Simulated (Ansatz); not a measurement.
NiS$_{2}$:
```xyz
6
Lattice="5.1571 0.0000 0.0000 0.0000 5.2846 0.0000 0.0000 0.0000 29.0000" Properties=species:S:1:pos:R:3 pbc="T T F"
Ni     0.0000     2.6423    14.5000
Ni     2.5785     0.0000    14.5000
S      4.5622     4.6320    13.9170
S      1.9837     3.2949    15.0830
S      3.1734     1.9897    13.9170
S      0.5948     0.6526    15.0830
```
Free-standing layer in the xy plane with vacuum along z and no interaction between images.

Relaxed with r²SCAN+D4.

Question: Tabulate the total density of states from plane-wave PAW r²SCAN+D4 (Ansatz code).

Answer: States/eV per cell of 6 atoms, means over 0.25 eV bins, energy of the bin centre from the valence-band maximum.

| E (eV) | total |
|---|---|
| -7.85 | 0.00 |
| -7.60 | 0.00 |
| -7.35 | 0.00 |
| -7.10 | 4.88 |
| -6.85 | 4.65 |
| -6.60 | 2.88 |
| -6.35 | 2.46 |
| -6.10 | 0.89 |
| -5.85 | 2.18 |
| -5.60 | 2.76 |
| -5.35 | 2.80 |
| -5.10 | 2.85 |
| -4.85 | 4.72 |
| -4.60 | 8.06 |
| -4.35 | 6.03 |
| -4.10 | 3.65 |
| -3.85 | 2.83 |
| -3.60 | 4.01 |
| -3.35 | 4.06 |
| -3.10 | 2.10 |
| -2.85 | 4.86 |
| -2.60 | 4.95 |
| -2.35 | 5.81 |
| -2.10 | 8.18 |
| -1.85 | 5.86 |
| -1.60 | 4.40 |
| -1.35 | 6.08 |
| -1.10 | 9.81 |
| -0.85 | 13.86 |
| -0.60 | 11.98 |
| -0.35 | 3.01 |
| -0.10 | 3.40 |
| 0.15 | 0.00 |
| 0.40 | 0.00 |
| 0.65 | 0.00 |
| 0.90 | 0.00 |
| 1.15 | 1.72 |
| 1.40 | 8.51 |
| 1.65 | 2.97 |
| 1.90 | 1.21 |
| 2.15 | 0.80 |
| 2.40 | 2.58 |
| 2.65 | 2.59 |
| 2.90 | 4.83 |
| 3.15 | 4.85 |
| 3.40 | 1.93 |
| 3.65 | 0.00 |
| 3.90 | 0.00 |
| 4.15 | 0.00 |
| 4.40 | 0.00 |
| 4.65 | 3.51 |
| 4.90 | 5.81 |
| 5.15 | 3.08 |

Space group P2_1/c. The layer was cut from a bulk entry of the Materials Project (measured or hypothetical); whether that bulk phase is the ambient one, and whether the layer has been isolated, was not checked. The r²SCAN+D4 relaxation kept the symmetry of its start; whether a distortion lowers the energy is not shown. The workflow began spin-polarised and lost its moments.

Potentials: the later of the program's two PAW sets.
